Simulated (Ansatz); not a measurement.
Input file for Ansatz (a program for electronic structure):

Ansatz 0.2 input:
```yaml
crystal:
  lattice:
    - [4.3268786988, 0.0, 0.0]
    - [-2.1634393494, 3.7471868722, 0.0]
    - [0.0, 0.0, 14.3814267681]
  atoms:
    - { symbol: Ag, position: [0.0, 0.0, 0.323633318] }
    - { symbol: Ag, position: [0.0, 0.0, 0.823633318] }
    - { symbol: Ag, position: [0.6666666667, 0.3333333333, 0.4265515285] }
    - { symbol: Ag, position: [0.3333333333, 0.6666666667, 0.9265515285] }
    - { symbol: I, position: [0.0, 0.0, 0.0180005859] }
    - { symbol: I, position: [0.0, 0.0, 0.5180005859] }
    - { symbol: I, position: [0.6666666667, 0.3333333333, 0.2318145676] }
    - { symbol: I, position: [0.3333333333, 0.6666666667, 0.7318145676] }
kpoints:
  mp_grid: { grid: [7, 7, 2] }
hamiltonian:
  xc: lda
  pseudopotentials: { azcp: { folder: ./paw }, kind: paw }
scf:
  occupations: { method: fixed }
phonons:
  method: dfpt
  response_accuracy: low
  eigenvectors: true
  rigid_motions: translations
  dielectric: true
```

Output (shortened):

```
Pseudopotential: Ag, paw, valence charge 19
Pseudopotential: I, paw, valence charge 17
Functional definition: SPW92
Crystal: 8 atoms, lattice volume = 233.175 Å³
Basis set: ecut = 420 eV, 4543 PW (Γ), exchange–correlation on 60×60×200 points (8 copies of the dense FFT grid, shifted against one another)
Bands: 87, of which v1, the nominal top of the filled ones, is band 72 counted from 1 (71 counted from 0)
Symmetry: 12 space group operations
k-points: 32 of 98 (irreducible under 2 space group operations, time reversal used)
SCF iter   1: F=—  HF=-59264.855492 eV  |F-HF|=—  |Δ(HF+E_count)|=         —  Δρ=5.71e-2  dr2=3.11e1  ethr=3.10e-3  ⟨swp⟩=4.8  Hψ=8766  notcnv=0  defer=411
preconditioner: auto → Resta (q_TF=auto, 2.518 Å⁻¹)
SCF iter   2: F=—  HF=-59258.273474 eV  |F-HF|=—  |Δ(HF+E_count)|=    6.58e0  Δρ=1.71e-2  dr2=2.14e0  ethr=3.10e-3  ⟨swp⟩=3.0  Hψ=5538  notcnv=0  defer=402
SCF iter   3: F=—  HF=-59257.864671 eV  |F-HF|=—  |Δ(HF+E_count)|=   4.09e-1  Δρ=4.82e-3  dr2=1.25e-1  ethr=1.48e-3  ⟨swp⟩=3.1  Hψ=5122  notcnv=0  defer=415
SCF iter   4: F=—  HF=-59257.870463 eV  |F-HF|=—  |Δ(HF+E_count)|=   5.79e-3  Δρ=2.44e-3  dr2=1.62e-2  ethr=8.68e-5  ⟨swp⟩=2.6  Hψ=3749  notcnv=0  defer=416
SCF iter   5: F=—  HF=-59257.872372 eV  |F-HF|=—  |Δ(HF+E_count)|=   1.91e-3  Δρ=7.26e-4  dr2=1.87e-3  ethr=1.13e-5  ⟨swp⟩=2.0  Hψ=3729  notcnv=0  defer=416
SCF iter   6: F=—  HF=-59257.872268 eV  |F-HF|=—  |Δ(HF+E_count)|=   1.04e-4  Δρ=1.66e-4  dr2=1.67e-4  ethr=1.30e-6  ⟨swp⟩=2.0  Hψ=3656  notcnv=0  defer=416
SCF iter   7: F=—  HF=-59257.872299 eV  |F-HF|=—  |Δ(HF+E_count)|=   3.07e-5  Δρ=4.69e-5  dr2=8.92e-6  ethr=1.16e-7  ⟨swp⟩=2.8  Hψ=4096  notcnv=0  defer=415
SCF iter   8: F=—  HF=-59257.872367 eV  |F-HF|=—  |Δ(HF+E_count)|=   6.85e-5  Δρ=2.16e-5  dr2=1.36e-6  ethr=6.20e-9  ⟨swp⟩=2.0  Hψ=4608  notcnv=0  defer=393
SCF iter  13: F=-59257.872367 eV  HF=-59257.872367 eV  |F-HF|=7.28e-12  |Δ(HF+E_count)|=  5.09e-11  Δρ=1.50e-7  dr2=4.48e-11  ethr=1.00e-12  ⟨swp⟩=18.3  Hψ=21218  notcnv=0
SCF 1 converged in 13 iterations: F = -59257.872367 eV  dr2 = 4.48e-11
NSCF: frozen V_eff on 6 k-points
DFPT response loops at Γ: preconditioner auto → Resta (q_TF=auto, 2.518 Å⁻¹)  ε∞=6.9 (no band partly filled) …
── the response to a field inside a basis, on 10×10×4 k-points: an SCF that follows is theirs, and a resumed run solves both again ──
Crystal: 8 atoms, lattice volume = 233.175 Å³
Bands: 73, of which v1, the nominal top of the filled ones, is band 72 counted from 1 (71 counted from 0)
k-points: 60 of 400 (irreducible under 4 space group operations, time reversal used)
SCF iter   1: F=—  HF=-59257.423648 eV  |F-HF|=—  |Δ(HF+E_count)|=         —  Δρ=6.14e-4  dr2=2.81e-4  ethr=1.00e-1
preconditioner: auto → Resta (q_TF=auto, 2.518 Å⁻¹)
SCF iter   2: F=—  HF=-59257.423580 eV  |F-HF|=—  |Δ(HF+E_count)|=   6.81e-5  Δρ=3.06e-4  dr2=1.19e-4  ethr=1.95e-7
SCF iter   3: F=—  HF=-59257.423568 eV  |F-HF|=—  |Δ(HF+E_count)|=   1.24e-5  Δρ=1.03e-4  dr2=1.49e-5  ethr=8.27e-8
SCF iter   4: F=—  HF=-59257.423564 eV  |F-HF|=—  |Δ(HF+E_count)|=   3.74e-6  Δρ=1.92e-5  dr2=1.30e-6  ethr=1.03e-8
SCF iter   5: F=—  HF=-59257.423564 eV  |F-HF|=—  |Δ(HF+E_count)|=   4.61e-8  Δρ=5.22e-6  dr2=1.28e-7  ethr=9.05e-10
SCF iter   6: F=-59257.423564 eV  HF=-59257.423564 eV  |F-HF|=4.53e-9  |Δ(HF+E_count)|=   1.23e-8  Δρ=2.46e-6  dr2=2.33e-8  ethr=8.88e-11
SCF 1 converged in 6 iterations: F = -59257.423564 eV  dr2 = 2.33e-8
DFPT response loops at Γ: preconditioner auto → Resta (q_TF=auto, 2.518 Å⁻¹)  ε∞=6.4 (no band partly filled) …
WARN: field response: inside a basis, on 10×10×4 points, no mesh in reach settles it …
WARN: field response: ε∞ stands inside a basis, on 10×10×4 points …
SCF converged after 13 iterations
Free energy (F): -59257.872367 eV
Harris-Foulkes:  -59257.872367 eV  (|F-HF|=7.28e-12)
Internal energy: -59257.872367 eV  (E = F + TS)
E sigma→0 (E₀):  -59257.872367 eV
Fermi energy:    8.555342 eV
--- Per-component energies (eV) ---
  E_band       = -2882.662318
  E_kinetic    = 2516.435692
  E_local      = -22550.217063  (includes V_loc(G=0)·N_el)
  E_nonlocal   = 643.456735
  E_hartree    = 10546.641890
  E_xc         = -1060.916081
  E_vxc        = -1247.747672  (∫ρ·V_xc dr)
  E_paw        = -33806.332246  (= ΣΔE_a)
  E_vpaw       = -3337.865290  (= ΣTr[D̂ρ^β])
  E_aug_tail   = -0.008181  (compensation charges beyond the density's cutoff)
  E_ewald      = -15552.957108
  E_core_change = 6.023994  (= ΣΔE_core)
  E_smearing   =  0.000000  (= −TS)
  E_closure    =  0.000000  (closes the sum)
  Σ components = -59257.872367   (vs F -59257.872367, Δ=0.00e0)
  [band-id]    e_kinetic+e_local+e_nonlocal+2·e_hartree+e_vxc+e_vpaw+e_augmentation_tail = -2882.661999   (vs E_band -2882.662318, Δ=3.19e-4)
--- Band table (eV; the first three rows and the last of 32) ---
  k-point 0: bands = ["-82.1759", "-82.1759", "-82.1674", "-82.1674", "-45.7711", "-45.7711", "-45.7467", "-45.7467", "-45.7424", "-45.7424", "-45.7424", "-45.7424", "-45.7026", "-45.7026", "-45.7026", "-45.7026", "-36.1512", "-36.1512", "-36.1464", …
  k-point 1: bands = ["-82.1759", "-82.1759", "-82.1674", "-82.1674", "-45.7711", "-45.7711", "-45.7467", "-45.7467", "-45.7424", "-45.7424", "-45.7424", "-45.7424", "-45.7026", "-45.7026", "-45.7026", "-45.7026", "-36.1512", "-36.1512", "-36.1464", …
  k-point 2: bands = ["-82.1756", "-82.1756", "-82.1678", "-82.1678", "-45.7711", "-45.7711", "-45.7537", "-45.7537", "-45.7431", "-45.7431", "-45.7351", "-45.7351", "-45.7029", "-45.7029", "-45.7019", "-45.7019", "-36.1512", "-36.1512", "-36.1463", …
  k-point 31: bands = ["-82.1739", "-82.1739", "-82.1695", "-82.1695", "-45.7709", "-45.7709", "-45.7643", "-45.7643", "-45.7461", "-45.7461", "-45.7222", "-45.7222", "-45.7060", "-45.7060", "-45.6991", "-45.6991", "-36.1510", "-36.1510", "-36.1462", …
--- Phonons (Γ-DFPT): 8 representative perturbations + reference, on 32 of 98 k-points (Σ response iterations 26) ---
  ASR residual: 2.269e-3 → 0.000e0 eV/Å²; symmetrization residual: 8.283e-4 eV/Å²
  ASR residual per site (eV/Å²): 1.70e-3 1.70e-3 2.27e-3 2.27e-3 1.29e-3 1.29e-3 1.31e-3 1.31e-3
  Γ frequencies (cm⁻¹): 0.00 0.00 0.00 16.10 16.10 33.01 38.75 38.75 41.58 41.58 78.99 78.99 81.15 81.15 91.29 91.88 110.67 110.67 111.76 111.76 126.33 129.23 132.00 140.93
  ε∞ (high-frequency dielectric tensor):
        6.026556     0.000000     0.000000
        0.000000     6.026556     0.000000
        0.000000     0.000000     6.415018
  ε⁰ (static dielectric tensor: ions relaxed, cell fixed):
        9.084687     0.000000     0.000000
        0.000000     9.084687     0.000000
        0.000000     0.000000     7.200629
  ε⁰ − ε∞ (ionic part):
        3.058131     0.000000     0.000000
        0.000000     3.058131     0.000000
        0.000000     0.000000     0.785611
  softest optical mode at Γ: 16.10 cm⁻¹; the repairs (sum rule, projections) moved no ω² at Γ by more than (7.47 cm⁻¹)²
  Born effective charges Z* (e; rows j = field, columns β = displacement):
    site 0:
         1.13620    0.00000    0.00000
         0.00000    1.13620    0.00000
         0.00000    0.00000    0.94641
    site 1:
         1.13620    0.00000    0.00000
         0.00000    1.13620    0.00000
         0.00000    0.00000    0.94641
    site 2:
         1.15988    0.00000    0.00000
         0.00000    1.15988    0.00000
         0.00000    0.00000    0.96587
    site 3:
         1.15988    0.00000    0.00000
         0.00000    1.15988    0.00000
         0.00000    0.00000    0.96587
    site 4:
        -1.15209    0.00000    0.00000
         0.00000   -1.15209    0.00000
         0.00000    0.00000   -0.94256
    site 5:
        -1.15209    0.00000    0.00000
         0.00000   -1.15209    0.00000
         0.00000    0.00000   -0.94256
    site 6:
        -1.14399    0.00000    0.00000
         0.00000   -1.14399    0.00000
         0.00000    0.00000   -0.96972
    site 7:
        -1.14399    0.00000    0.00000
         0.00000   -1.14399    0.00000
         0.00000    0.00000   -0.96972
  Z* charge neutrality: 2.589e-2 e pre-enforcement
  solved inside a basis spanned on kpoints, on 10×10×4 k-points, which do not settle them: ε∞ is read to err by 9.9e-2, Z* by 1.2e-1 e (field_mesh …
  optical modes at Γ without the LO–TO term, one row a degenerate level:
      ω (cm⁻¹)  modes    IR ((D/Å)²/amu)
         16.10      2             0.0000
         33.01      1             0.0000
         38.75      2             0.0000
         41.58      2             0.0007
         78.99      2             4.1672
         81.15      2             0.0000
         91.29      1             0.0000
         91.88      1             0.0002
        110.67      2             0.0000
        111.76      2             0.0044
        126.33      1             0.0000
        129.23      1             1.1357
        132.00      1             0.3112
        140.93      1             0.0000
  optical modes at Γ + LO–TO along q̂ = [1.0000, 0.0000, 0.0000]:
      ω (cm⁻¹)  modes    IR ((D/Å)²/amu)
         16.10      2             0.0000
         33.01      1             0.0000
         38.75      2             0.0000
         41.58      1             0.0004
         41.59      1             0.0001
         78.99      1             2.0836
         81.15      2             0.0000
         91.29      1             0.0000
         91.88      1             0.0002
         96.95      1             2.0771
        110.67      2             0.0000
        111.76      1             0.0022
        111.79      1             0.0089
        126.33      1             0.0000
        129.23      1             1.1357
        132.00      1             0.3112
        140.93      1             0.0000
  optical modes at Γ + LO–TO along q̂ = [0.0000, 1.0000, 0.0000]:
      ω (cm⁻¹)  modes    IR ((D/Å)²/amu)
         16.10      2             0.0000
         33.01      1             0.0000
         38.75      2             0.0000
         41.58      1             0.0004
         41.59      1             0.0001
         78.99      1             2.0836
         81.15      2             0.0000
         91.29      1             0.0000
         91.88      1             0.0002
         96.95      1             2.0771
        110.67      2             0.0000
        111.76      1             0.0022
        111.79      1             0.0089
        126.33      1             0.0000
        129.23      1             1.1357
        132.00      1             0.3112
        140.93      1             0.0000
  optical modes at Γ + LO–TO along q̂ = [0.0000, 0.0000, 1.0000]:
      ω (cm⁻¹)  modes    IR ((D/Å)²/amu)
         16.10      2             0.0000
         33.01      1             0.0000
         38.75      2             0.0000
         41.58      2             0.0007
         78.99      2             4.1672
         81.15      2             0.0000
         91.29      1             0.0000
         91.88      1             0.0001
        110.67      2             0.0000
        111.76      2             0.0044
        126.33      1             0.0000
        131.21      1             0.0428
        137.74      1             1.4042
        140.93      1             0.0000
```

Cost: around 19 core-minutes (rough) on shared cores.

Space group P6_3mc. The first step of the workflow began from a Materials Project structure, measured or hypothetical. Its sites differ from those of the usual phase in this space group: another stacking or structure type. The cell was relaxed with LDA under the symmetry of its start; its stability against distortions is not shown here. The run is not spin-polarised. A crystal of weakly bound layers computed without a dispersion correction: the cell and the soft elastic constants depend strongly on that. Spin–orbit coupling is left out wherever it is not named.

Potentials: the earlier of the program's two PAW sets. The files were generated under PBE; for other functionals the program regenerates the frozen cores, and for LDA and PBEsol the local potential too.

Ansatz is a plane-wave DFT program.
